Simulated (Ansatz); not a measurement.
Input:

ZnO:
```xyz
12
Lattice="5.5800 0.0000 0.0000 0.0000 5.5800 0.0000 0.0000 0.0000 5.5800" Properties=species:S:1:pos:R:3 pbc="T T T"
Zn     1.3950     0.0000     2.7900
Zn     4.1850     0.0000     2.7900
Zn     2.7900     1.3950     0.0000
Zn     2.7900     4.1850     0.0000
Zn     0.0000     2.7900     1.3950
Zn     0.0000     2.7900     4.1850
O      4.1850     2.7900     0.0000
O      1.3950     2.7900     0.0000
O      0.0000     4.1850     2.7900
O      0.0000     1.3950     2.7900
O      2.7900     0.0000     4.1850
O      2.7900     0.0000     1.3950
```

This is the r²SCAN-relaxed structure.

### Question
All from r²SCAN (plane waves, PAW; program Ansatz), unless another level is named. Give the hole effective mass, band 2 of 3 at the edge.

### Answer
4.2 along [100], 1.2 along [110], 1.6 along [111] (mₑ).

### Question
Give the HSE06 gap on the r²SCAN cell.

### Answer
2.70 eV.

### Question
Predict the electron effective mass.

### Answer
0.25 mₑ (isotropic).

### Question
And the band gap?

### Answer
1.38 eV (direct).

Space group Pm-3n. The start of the workflow was typed in or built on a structure type; neither database checked (COD, Materials Project) lists it. It is not the phase usual at ambient conditions (space group No. 186). The r²SCAN relaxation kept the symmetry of its start; its stability against distortions is not shown here.

Potentials: the later of the program's two PAW sets.
